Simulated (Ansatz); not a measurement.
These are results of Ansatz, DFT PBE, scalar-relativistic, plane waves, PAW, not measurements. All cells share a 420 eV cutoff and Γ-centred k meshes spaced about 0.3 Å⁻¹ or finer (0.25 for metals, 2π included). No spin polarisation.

This relaxed TiGe2W4 cell comes from a structure search over trial cells.

```
CELL_PARAMETERS angstrom
7.34761 0.00000 0.00000
0.00000 7.34761 0.00000
0.00000 0.00000 4.39148
ATOMIC_POSITIONS crystal
Ti 0.00000 0.00000 0.00000
Ti 0.50000 0.50000 0.50000
Ge 0.30674 0.69326 0.00000
Ge 0.69326 0.30674 0.00000
Ge 0.80674 0.80674 0.50000
Ge 0.19326 0.19326 0.50000
W 0.11331 0.63883 0.50000
W 0.36117 0.88669 0.50000
W 0.88669 0.36117 0.50000
W 0.63883 0.11331 0.50000
W 0.13883 0.38669 0.00000
W 0.86117 0.61331 0.00000
W 0.38669 0.13883 0.00000
W 0.61331 0.86117 0.00000
```

Wave vectors count in units of this cell's reciprocal vectors.

Question: Is it a true minimum?

Answer: No. The phonons on a 1×1×2 q mesh of the computed 14-atom cell go imaginary, to 36i cm⁻¹ at q = (0.00, 0.00, -0.50). (Phonon run: 4×4×8 k mesh, Gaussian smearing of 0.10 eV.) With atoms moved at random and symmetry off, it falls by 17 meV/atom into Pnnm (No. 58). Conventional cell: a = 7.144 Å, b = 7.561 Å, c = 4.440 Å. Around Ti lie 2 W at 2.90 Å, 6 Ge at 3.03–3.16 Å, 2 W at 3.15 Å and 8 W at 3.52–3.61 Å; Ge is surrounded by 6 W at 2.58–2.72 Å, 1 W at 2.93 Å and 3 Ti at 3.03–3.16 Å; W on its first site is surrounded by 3 Ge at 2.59–2.72 Å, 4 W at 2.60–2.76 Å, 1 Ti at 2.90 Å, 1 Ge at 2.93 Å and 2 W at 3.10 Å; W on its second site is surrounded by 4 W at 2.58–2.71 Å, 3 Ge at 2.58–2.61 Å, 2 W at 3.10 Å, 1 Ti at 3.15 Å and 2 Ti at 3.52 Å.

```
Ti Ge W
1.0
     7.14395    0.00000    0.00000
     0.00000    7.56116    0.00000
     0.00000    0.00000    4.43961
Ti Ge W
2 4 8
Direct
  0.50000 0.00000 0.50000
  0.00000 0.50000 0.00000
  0.77893 0.67589 0.50000
  0.22107 0.32411 0.50000
  0.72107 0.17589 0.00000
  0.27893 0.82411 0.00000
  0.87151 0.86405 0.00000
  0.58829 0.64856 0.00000
  0.12849 0.13595 0.00000
  0.41171 0.35144 0.00000
  0.08829 0.85144 0.50000
  0.91171 0.14856 0.50000
  0.37151 0.63595 0.50000
  0.62849 0.36405 0.50000
```

These runs have no spin–orbit coupling, which can matter for W. Phonons of metals hang on the k mesh and the smearing.
